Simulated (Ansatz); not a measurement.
Hf (fcc (Cu type), Fm-3m) at seven volumes, the program Ansatz at the r²SCAN level (PAW), scaled uniformly. One row is withheld.

| V (Å³/atom) | P (GPa) |
|---|---|
| 20.447 | 11.02 |
| 21.121 | 6.86 |
| 21.795 | 3.23 |
| 22.469 | 0.00 |
| 23.143 | ? |
| 23.817 | -5.49 |
| 24.491 | -7.78 |

### Question
Fit the shown pressures and predict the withheld one.

### Answer
Third-order Birch–Murnaghan: P = (3/2)B₀(x^(7/2) − x^(5/2))[1 + (3/4)(B′ − 4)(x − 1)] with x = (V₀/V)^(2/3). Least squares on the six rows gives V₀ = 22.464 Å³/atom, B₀ = 102.3 GPa, B′ = 2.91. At V = 23.143, x = 0.9803 and P = -2.92 GPa. The run itself gave -2.91 GPa.

The first step of the workflow began from a Materials Project structure, measured or hypothetical; the Crystallography Open Database files this formula in space group No. 225, but the cells were not matched. It is not the phase usual at ambient conditions (space group No. 194). The cell was relaxed with r²SCAN under the symmetry of its start; its stability against distortions is not shown here. No spin polarisation was allowed. Scalar-relativistic: spin–orbit coupling is off unless named, which matters more the heavier the elements.

Potentials: the later of the program's two PAW sets.
